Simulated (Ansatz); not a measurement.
PbSe (rock salt, Fm-3m), a = b = c = 6.2175 Å, α = β = γ = 90.00°; the cell used has 2 atoms.

Relaxed with PBE. PBE in the plane-wave PAW code Ansatz gives a gap of 0.43 eV.

Problem. What gap does HSE06 give on the same cell (Ansatz, PAW)?

Solution. 0.86 eV, 0.43 eV more. The hybrid was solved on a coarser mesh and at special points; its gap is the smallest among all of these.

| k | v1 PBE | c1 PBE | v1 HSE06 | c1 HSE06 |
|---|---|---|---|---|
| Γ | -1.64 | 4.64 | (withheld) | (withheld) |
| X | -2.92 | 3.92 | (withheld) | (withheld) |
| L | 0.00 | 0.43 | 0.00 | 0.86 |
| W | -0.68 | 1.95 | (withheld) | (withheld) |
| K | -2.18 | 3.40 | (withheld) | (withheld) |

Problem. Top valence (v1) and lowest conduction level (c1) in eV from each method's valence maximum (which need not be a listed point): supply the withheld HSE06 values.

Solution. 
- W, v1 HSE06: -0.83
- W, c1 HSE06: 2.48
- K, v1 HSE06: -2.42
- K, c1 HSE06: 4.00
- Γ, v1 HSE06: -1.94
- Γ, c1 HSE06: 5.40
- X, v1 HSE06: -3.33
- X, c1 HSE06: 4.39

Cost on shared cores: the PBE run (SCF on a 8×8×8 mesh, then bands and DOS) roughly 13 core-seconds, the HSE06 run (SCF on 6×6×6, then a few points) about 2.3 core-minutes (a rough figure); the tasks are unlike.

The PBE relaxation kept the symmetry of its start; of distortions, only those at the zone centre were tested. Spin–orbit coupling is left out wherever it is not named.

Potentials: the later of the program's two PAW sets.
